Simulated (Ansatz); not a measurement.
Mo (bcc (W type), Im-3m) at seven volumes, DFT-r²SCAN in the program Ansatz with PAW potentials, scaled uniformly. One row is withheld.

```
V (Å³/atom)  P (GPa)
-----------  -------
14.231         31.24
14.700         19.08
15.170             ?
15.639          0.00
16.108         -7.53
16.577        -14.01
17.046        -19.57
```

Fit the shown pressures and predict the withheld one.

P = (3/2)B₀(x^(7/2) − x^(5/2))[1 + (3/4)(B′ − 4)(x − 1)] with x = (V₀/V)^(2/3). Least squares on the six rows gives V₀ = 15.638 Å³/atom, B₀ = 272 GPa, B′ = 4.19. At V = 15.170, x = 1.0205 and P = 8.81 GPa. The run itself gave 8.77 GPa.

Symmetry was held in the r²SCAN relaxation. No spin polarisation was allowed.

Potentials: the earlier of the program's two PAW sets.
